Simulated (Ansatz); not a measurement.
Cs4H, before and after

Recipe of this trial structure of Cs4H: random cell by space group and Wyckoff sites (F-43m, No. 216). The dimensions are guesses.

start.cif

```cif
data_structure
_symmetry_space_group_name_H-M 'P 1'
_symmetry_Int_Tables_number 1
_cell_length_a 6.7981
_cell_length_b 6.7981
_cell_length_c 6.7981
_cell_angle_alpha 60.000
_cell_angle_beta 60.000
_cell_angle_gamma 60.000
_cell_volume 222.15
loop_
_atom_site_label
_atom_site_type_symbol
_atom_site_fract_x
_atom_site_fract_y
_atom_site_fract_z
_atom_site_occupancy
Cs1 Cs 0.37488 0.37488 0.37488 1
Cs2 Cs 0.37488 0.37488 0.87537 1
Cs3 Cs 0.37488 0.87537 0.37488 1
Cs4 Cs 0.87537 0.37488 0.37488 1
H1 H 0.00000 0.00000 0.00000 1
```

Level of theory: Ansatz, DFT PBE, scalar-relativistic, plane waves, PAW. Cutoff 420 eV, Gaussian smearing, Γ-centred meshes. Cell and atoms relax first on a coarse mesh and then on a finer one. In between, the cell is made exact in the group found at 0.06 Å. In metals the finer mesh still leaves noise of several meV/atom or more. The steps can't lower the symmetry of their start. No spin polarisation.

end.cif

```cif
data_structure
_symmetry_space_group_name_H-M 'P 1'
_symmetry_Int_Tables_number 1
_cell_length_a 9.8707
_cell_length_b 9.8707
_cell_length_c 9.8707
_cell_angle_alpha 60.000
_cell_angle_beta 60.000
_cell_angle_gamma 60.000
_cell_volume 680.02
loop_
_atom_site_label
_atom_site_type_symbol
_atom_site_fract_x
_atom_site_fract_y
_atom_site_fract_z
_atom_site_occupancy
Cs1 Cs 0.87826 0.37391 0.37391 1
Cs2 Cs 0.37391 0.87826 0.37391 1
Cs3 Cs 0.37391 0.37391 0.87826 1
Cs4 Cs 0.37391 0.37391 0.37391 1
H1 H 0.00000 0.00000 0.00000 1
```

The symmetry stays F-43m (No. 216). The volume per atom grows by 206.1 %, from 44.4 to 136.0 Å³. The shortest distance goes from 3.40 Å (Cs–Cs) to 4.89 Å (Cs–Cs). The energy falls by about 0.58 eV/atom (the start's value is from the coarse mesh). The end is written in a standard setting, so origin, axes and order of atoms can differ from the start's.

| Item | Value |
| --- | --- |
| Volume per atom | 136.00 Å³ |
| Density | 1.30 g/cm³ |
| Formation energy | +0.46 eV/atom |
| Gap on the 6×6×6 mesh of the 5-atom cell | 0 eV (a metal) |

The zero of energy is the elements' standard structures at the same level (H₂ as a molecule); no fitted shifts are applied. It can't be a ground state, since the elements alone are lower.

The last run used Gaussian smearing of 0.10 eV. The cell is a metal run without spin; a magnetic state may lie lower. With hydrogen, zero-point motion can shift formation energies by some tens of meV/atom. Symmetry constrained the relaxation, so the result can be a saddle point. In all, the 4 runs took 3.1 min on 1 thread of AMD EPYC 7B13 (Zen 3), on a shared host.
